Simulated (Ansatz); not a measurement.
All-electron card of FePt

```
Fe Pt
1.0
     2.72165    0.00000    0.00000
     0.00000    2.72165    0.00000
     0.00000    0.00000    3.70000
Fe Pt
1 1
Direct
  0.50000 0.50000 0.50000
  0.00000 0.00000 0.00000
```

Atom numbers follow the list: Fe1, Pt2.

The geometry is COD entry 1540807, unchecked; take it as a test cell.

The magnetic state is the one reached from the start moments; no search over orders was made, so it needn't be the ground state.

Spin–orbit coupling is left out, though it moves levels of the heavy atoms by tenths of an eV or more.

Methods: DFT, PBE, all-electron LAPW, scalar-relativistic (Ansatz 0.2.0); DFT, PBE, PAW with Ansatz's default frozen-core files, scalar-relativistic (Ansatz 0.2.0); DFT, PBE, all-electron PAW with datasets made for the crystal, scalar-relativistic (Ansatz 0.2.0).

For LAPW: a Γ-centred 12×12×9 k mesh, Fermi–Dirac smearing of 0.05 eV, basis error target 1 meV/atom, spin-polarised from start moments Fe1 3 μB. PAW takes a cutoff of 420 eV at this cell. The crystal-made all-electron datasets (AE datasets) take a cutoff of 280 eV at this cell. The Ansatz runs share mesh, smearing and spin set-up. Values come from LAPW unless marked.

```
Pressure at this cell                                                                                                  : 5.09 GPa
Band gap                                                                                                               : none: bands cross the Fermi level, a metal
Stress xx, yy, zz (compression positive)                                                                               : 4.49, 4.49, 6.29 GPa
Moment of the cell                                                                                                     : 3.29 μB
Moments in the spheres                                                                                                 : Fe1 2.97, Pt2 0.38 μB
Density of states at the Fermi level (0.2 eV bin)                                                                      : 1.36 states/eV per cell
Löwdin charges (with 0.37 e of the cell spilling out of the atomic basis, so their sizes and signs hang on that basis) : Fe1 0.44, Pt2 -0.07 e
Bader charges (from the PAW run)                                                                                       : Fe1 +0.66, Pt2 -0.66 e
Contact hyperfine fields (crystal-made datasets)                                                                       : Fe1 -25.1, Pt2 -121.4 T, core polarisation included, positive along the moment of the spin-up electrons
Volume per atom                                                                                                        : 13.70 Å³
```
